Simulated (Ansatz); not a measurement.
Ca:
```yaml
crystal:
  lattice:
    - [3.76137, 0.00000, 0.00000]
    - [-1.88069, 3.25744, 0.00000]
    - [0.00000, 0.00000, 6.24420]
  atoms:
    - { symbol: Ca, position: [0.33333, 0.66667, 0.25000] }
    - { symbol: Ca, position: [0.66667, 0.33333, 0.75000] }
```

Relaxed with LDA. Special points in fractions of this cell's reciprocal vectors: Γ (0.000, 0.000, 0.000); M (0.500, 0.000, 0.000); K (0.333, 0.333, 0.000); A (0.000, 0.000, 0.500); L (0.500, 0.000, 0.500); H (0.333, 0.333, 0.500).

Task: List the band energies nearest the Fermi level at these points for plane-wave PAW LDA (Ansatz code).

Result: In eV from the Fermi level; about four levels below and three above (degenerate sets whole), none deeper than 8.9 eV; points with the same levels are listed once.

```tsv
k	below	above
Γ	-4.25 -1.20 -0.15	2.19 2.28 2.28
M	-1.16 -0.65	0.07 0.26 1.38
K	-0.24 -0.24 -0.19	0.44 1.42 1.42
A	-3.18 -3.18	1.30 1.30 2.28 2.28 2.28 2.28
L	-0.81 -0.81	0.20 0.20 1.39 1.39
H	–	0.11 0.11 0.42 0.42
```

Space group P6_3/mmc (hcp (Mg type)). The workflow started from an entry of the Crystallography Open Database (COD, 723 K), which files this formula under 3 space groups. It is not the phase usual at ambient conditions (space group No. 225). The cell was relaxed with LDA under the symmetry of its start; whether a distortion lowers the energy is not shown.

Potentials: the later of the program's two PAW sets.
